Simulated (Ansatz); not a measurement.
La:
Space group P6₃/mmc (No. 194); a = 3.6490 Å, b = 3.6490 Å, c = 11.7573 Å, α = 90.00°, β = 90.00°, γ = 120.00°

```json
[
 {"atom": "La", "site": "2a", "symmetry": "-3m.", "x": "0.0000", "y": "0.0000", "z": "0.0000"},
 {"atom": "La", "site": "2c", "symmetry": "-6m2", "x": "0.3333", "y": "0.6667", "z": "0.2500"}
]
```

Relaxed with PBEsol.

Q: Decompose the optical modes at the zone centre into irreducible representations, and say which are infrared and Raman allowed.

A: Point group 6/mmm: Γ_opt = A2u + B1g + B2u + E1u + E2g + E2u. Infrared: A2u, E1u. Raman: E2g.

Q: Assign frequencies (DFPT, DFT-PBEsol in the program Ansatz with PAW potentials).

A: E2u 31, E2g 35, E1u 37, B1g 70, B2u 73, A2u 81 cm⁻¹.

Subscripts of B labels follow the axes of the standard setting.

Space group P6_3/mmc (dhcp (α-La type)). The cell was relaxed with PBEsol under the symmetry of its start; of distortions, only those at the zone centre were tested. As this level gives no gap, phonon frequencies hold no LO–TO term and depend on the k-mesh and smearing (Fermi–Dirac, 0.1 eV here). Axis ratios of metals converge slowly with the k-mesh, so a and c are less sure than the volume. Scalar-relativistic: spin–orbit coupling is off unless named, which matters more the heavier the elements.

Potentials: the earlier of the program's two PAW sets.
